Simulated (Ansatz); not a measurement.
A: CoSi$_{2}$ (fluorite type, space group Fm-3m), a = 5.312 Å, b = 5.312 Å, c = 5.312 Å, α = 90.00°, β = 90.00°, γ = 90.00°
B: AgBr (rock salt), a = b = c = 5.674 Å, α = β = γ = 90.00°
C: PbSe (rock salt), a = b = c = 6.1016 Å, α = β = γ = 90.00°
D: CsI (CsCl type), a = b = c = 4.5080 Å, α = β = γ = 90.00°

Scan: energy over volume and axial ratio (atoms clamped). One method and one kind of scan serve all of them; meshes and ranges differ. All were relaxed with their symmetry unable to fall. CoSi2 is run without spin polarisation. Spin-orbit coupling is left out.

Task: Put the candidates in order of shear modulus C′ = (C11 − C12)/2 (fitted), lowest first, for PBEsol (plane waves to 420 eV, PAW, scalar-relativistic; Ansatz, a quantum-chemistry and plane-wave program).

Result: D (9 GPa), B (19 GPa), A (50 GPa), C (63 GPa)

(A scan under strain: stresses follow from slopes of the energy per volume, elastic moduli from its curvatures.)
